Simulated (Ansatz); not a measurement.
VAg$_{3}$O$_{4}$:
```xyz
8
Lattice="-2.4627 2.4627 4.8590 2.4627 -2.4627 4.8590 2.4627 2.4627 -4.8590" Properties=species:S:1:pos:R:3 pbc="T T T"
V      0.0000     0.0000     0.0000
Ag     0.0000     2.4627     2.4295
Ag     2.4627     0.0000     2.4295
Ag     0.0000     0.0000     4.8590
O     -1.4639     1.4639     3.8648
O      1.4639     1.4639     5.8532
O      1.4639    -1.4639     3.8648
O      0.9988     0.9988     0.9942
```

Relaxed with PBEsol.

Q: Give the Bader charges and basin volumes of the independent atoms, the program Ansatz at the PBEsol level (PAW).

A: 

```json
[
 {"atom": "V1", "Bader charge (e)": "+2.10", "Bader volume (Å³)": "7.8"},
 {"atom": "Ag2", "Bader charge (e)": "+0.65", "Bader volume (Å³)": "19.5"},
 {"atom": "Ag4", "Bader charge (e)": "+0.65", "Bader volume (Å³)": "19.6"},
 {"atom": "O5", "Bader charge (e)": "-1.01", "Bader volume (Å³)": "12.9"}
]
```

Space group I-42m. The workflow started from a Materials Project entry (that database holds measured and hypothetical structures alike); the Crystallography Open Database files this formula in space group No. 121, but the cells were not matched. Whether it is the stable phase at ambient conditions was not checked. The cell was relaxed with PBEsol under the symmetry of its start; its stability against distortions is not shown here. No spin polarisation was allowed. No Hubbard U is applied.

Potentials: the later of the program's two PAW sets.
